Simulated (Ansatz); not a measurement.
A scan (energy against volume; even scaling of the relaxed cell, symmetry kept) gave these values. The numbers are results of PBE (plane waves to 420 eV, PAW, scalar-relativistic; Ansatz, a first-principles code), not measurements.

The bulk modulus B₀ (third-order Birch-Murnaghan fit) comes out as 86.6 GPa, the pressure derivative B₀′ (fit) is 4.2 and the equilibrium volume of the fit is 17.30 Å³/atom.

### Question
Of these crystals, all scanned alike, which one is it?
(A) Mg₂Sn (antifluorite type, space group Fm-3m)
(B) ScAl₃ (Cu3Au type)
(C) SrVO₃ (cubic perovskite)
(D) Ir (fcc, Cu type)

### Answer
B, ScAl₃ (Cu3Au type). The others have, for the bulk modulus: Ir 346 GPa, SrVO3 181 GPa, Mg2Sn 40.5 GPa

All were relaxed with their symmetry unable to fall. At this level the bands of Mg2Sn touch or barely overlap; measurements give the solid a gap. Ir is run without spin polarisation. ScAl3 is run without spin polarisation. Spin-orbit coupling is left out. SrVO3 is run without spin polarisation and with no Hubbard U.

(A scan under strain: stresses follow from slopes of the energy per volume, elastic moduli from its curvatures.)
